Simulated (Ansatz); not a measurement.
## Sn: energy along a strain

Sn, Im-3m, a = 3.789 Å (as given, not relaxed at this level: -1.9 GPa). This isn't the element's structure at ambient conditions. Ansatz: PBEsol, PAW, 420 eV, Γ-centred 18×18×18 mesh on 1 atom, Gaussian smearing 0.15 eV; no spin polarisation. Cell vectors (Å): -1.895 1.895 1.895; 1.895 -1.895 1.895; 1.895 1.895 -1.895. The cell is strained by x per cent times the pattern (0 0 1 0 0 0) in the order xx yy zz yz xz xy (engineering shears), with fractional coordinates held. y is the free energy over the start, V0 = 27.205 Å³/atom. Points with a strain past 8.5 % were computed too (3) and aren't used here.

| x (%) | y (meV/atom) |
| --- | --- |
| -7.50 | -5.05 |
| -5.00 | -9.47 |
| -2.50 | ? |
| 0.00 | 0.00 |
| 2.50 | 9.49 |
| 5.00 | 22.41 |
| 7.50 | 39.10 |

**Question.** Fit y = c1 x + c2 x² + c3 x³ to the other rows, get the stiffness along the pattern, and predict the missing energy.

**Answer.** Least squares on the rows shown. y = 3.3040 x + 0.29501 x² − 0.0062897 x³. The clamped-ion stiffness p·C·p = 2 × 2.950 eV × 160.2 / 27.205 Å³ = 35 GPa, which is C33 in these axes (C11 of the cubic crystal) (second derivative at the start, which stands under stress). The pressures of the same runs give B = −dP/dε = 46 GPa; in a cubic crystal a longitudinal stiffness under B means a negative shear constant, so this lattice is unstable. With a term in x⁴ added, the coefficient of x² becomes 0.2206, 25 % less, which shows how far this figure hangs on the form. At x = -2.50 the fit asked for gives -6.32 meV/atom. The run gave -6.91 meV/atom, so the fit is 0.59 meV/atom too high, within the rms miss on the fitted rows (0.69 meV/atom).